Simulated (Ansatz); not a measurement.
Relaxed-ion elastic tensor of Si in space group Fd-3m (No. 227; Si on 32e) in GPa (Voigt order), PBEsol (plane waves, PAW; program Ansatz); density 0.90 g/cm³, 51.56 Å³ per atom.

```tsv
	1	2	3	4	5	6
1	22.4	30.2	30.2	0.0	0.0	0.0
2	30.2	22.4	30.2	0.0	0.0	0.0
3	30.2	30.2	22.4	0.0	0.0	0.0
4	0.0	0.0	0.0	3.4	0.0	0.0
5	0.0	0.0	0.0	0.0	3.4	0.0
6	0.0	0.0	0.0	0.0	0.0	3.4
```

Question: Is the crystal mechanically stable?

Answer: No: the smallest eigenvalue of C is -7.8 GPa.

The start of the workflow was typed in or built on a structure type. Its sites differ from those of the usual phase in this space group: another stacking or structure type. Symmetry was held in the PBEsol relaxation. At this level the phase is mechanically unstable. The volume moved by 42 % from the start of the relaxation. As this level gives no gap, shear constants depend on the k-mesh and smearing (Fermi–Dirac, 0.1 eV here).

Potentials: the later of the program's two PAW sets.
